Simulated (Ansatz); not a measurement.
CuI (zinc blende)

```
CELL_PARAMETERS angstrom
      0.00000     6.07934     6.07934
      3.03967     0.00000     3.03967
      3.03967     3.03967     0.00000
ATOMIC_POSITIONS crystal
  I  0.37500 0.75000 0.75000
  I  0.87500 0.75000 0.75000
  Cu 0.00000 0.00000 0.00000
  Cu 0.50000 0.00000 0.00000
```

A phonon eigenvector at L = (0.5, 0.0, 0.0) is frozen into this cell: atom i moves by Q times the vector below, so Q is the largest atomic displacement, in Å. The cell is held. It is one choice among 2 degenerate patterns. (q is in reciprocal vectors of the primitive cell; the cell shown is doubled to hold the pattern.)

| atom | x | y | z |
|---|---|---|---|
| I1 | 0.234 | -0.426 | 0.660 |
| I2 | -0.234 | 0.426 | -0.660 |
| Cu3 | -0.285 | 0.520 | -0.805 |
| Cu4 | 0.285 | -0.520 | 0.805 |

These are PBE (plane waves to 420 eV, PAW, scalar-relativistic; Ansatz, a program for electronic structure) values and carry that method's errors. k mesh 9×9×9 (Γ-centred), Fermi-Dirac smearing 0.05 eV. Energies are smeared free energies. CuI is run without spin polarisation. CuI was relaxed with its symmetry unable to fall. Spin-orbit coupling is left out, though I is heavy. The zero of ΔE is the undisplaced structure.

```tsv
Q (Å)	ΔE (meV/cell)
-0.280	62.1
-0.187	26.8
-0.093	6.6
0.000	0.0
0.093	6.6
0.187	26.8
0.280	62.1
```

Task: Which DFPT wavenumber at L = (0.5, 0.0, 0.0) belongs to this mode?
A. 127 cm⁻¹
B. 37 cm⁻¹
C. 104 cm⁻¹

Result: B, 37 cm⁻¹. The curvature of the scan gives 37 cm⁻¹

(A displaced cell: forces are minus the slopes of the energy, force constants its curvatures, and phonons follow from these.)
